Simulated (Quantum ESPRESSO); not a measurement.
Band energies of MgZn₃O₄

```
MgZn3O4
1.0
    5.89784    -1.62721     0.00000
    5.89784     1.62721     0.00000
   -2.67117     0.00000     4.93956
O Mg Zn
4 1 3
Direct
  0.93860   0.93860   0.27110
  0.44150   0.44150   0.77490
  0.19130   0.19130   0.86000
  0.69160   0.69160   0.35710
  0.74870   0.74870   0.08000
  0.24940   0.24940   0.58430
  0.50070   0.50070   0.16980
  0.00020   0.00020   0.66490
```

LDA (Quantum ESPRESSO, PseudoDojo norm-conserving, 84 Ry, scalar-relativistic); path XΓY,LΓZ,NΓM,RΓ; energies in eV from the valence-band maximum.

```
k (1/Å)  point  band 43  band 44  band 45  band 46  band 47  band 48  band 49  band 50
-------  -----  -------  -------  -------  -------  -------  -------  -------  -------
0.00         X    -1.97    -1.49    -1.43    -1.10    -0.85     6.15     6.39     7.28
0.20              -1.88    -1.49    -1.20    -1.02    -0.70     5.13     7.23     7.41
0.40              -1.45    -1.32    -1.14    -0.62    -0.46     3.99     7.11     7.67
0.81              -1.03    -0.87    -0.44    -0.12    -0.08     1.89     5.85     6.19
1.01         Γ    -0.80    -0.79    -0.08    -0.02     0.00     1.34     5.57     5.88
1.44              -1.15    -0.86    -0.78    -0.24    -0.19     2.98     5.02     6.18
1.65         Y    -1.16    -0.77    -0.70    -0.33    -0.30     3.95     4.19     6.35
1.65         L    -1.48    -1.25    -1.16    -1.06    -0.77     5.81     5.96     6.39
1.83              -1.57    -1.29    -1.05    -1.01    -0.72     5.53     6.07     6.29
2.02              -1.66    -1.29    -1.02    -0.73    -0.58     4.66     6.44     6.60
2.21              -1.42    -1.28    -1.00    -0.45    -0.39     3.68     6.64     6.73
2.58              -1.02    -0.85    -0.40    -0.11    -0.06     1.82     5.83     6.06
2.76         Γ    -0.80    -0.79    -0.08    -0.02     0.00     1.34     5.57     5.88
3.19              -1.03    -0.95    -0.77    -0.30    -0.23     2.96     5.01     6.27
3.40         Z    -1.04    -0.87    -0.58    -0.42    -0.42     3.89     4.23     6.42
3.40         N    -1.48    -1.25    -1.16    -1.06    -0.77     5.81     5.96     6.39
3.59              -1.57    -1.29    -1.05    -1.01    -0.72     5.53     6.07     6.29
3.77              -1.66    -1.29    -1.02    -0.73    -0.58     4.66     6.44     6.60
4.14              -1.19    -1.09    -0.91    -0.24    -0.20     2.70     6.39     6.45
4.33              -1.02    -0.85    -0.40    -0.11    -0.06     1.82     5.83     6.06
4.52         Γ    -0.80    -0.79    -0.08    -0.02     0.00     1.34     5.57     5.88
4.92              -1.05    -0.73    -0.57    -0.13    -0.12     2.86     4.79     6.08
5.12         M    -1.01    -0.68    -0.47    -0.19    -0.17     3.69     4.09     6.32
5.12         R    -1.97    -1.49    -1.43    -1.10    -0.85     6.15     6.39     7.28
5.27              -1.86    -1.57    -1.19    -1.12    -0.76     5.46     7.04     7.31
5.41              -1.71    -1.37    -1.23    -0.85    -0.60     4.64     7.25     7.71
5.70              -1.33    -1.15    -0.92    -0.34    -0.27     3.04     6.62     7.01
5.84              -1.09    -1.00    -0.67    -0.19    -0.14     2.30     6.11     6.47
6.13         Γ    -0.80    -0.79    -0.08    -0.02     0.00     1.34     5.57     5.88
```

The LDA gap is direct, 1.34 eV at Γ.

Geometry of the Materials Project entry, not relaxed at this level.

The structure is a Materials Project entry; no match was found in the copy of COD used, and its stability was not checked.
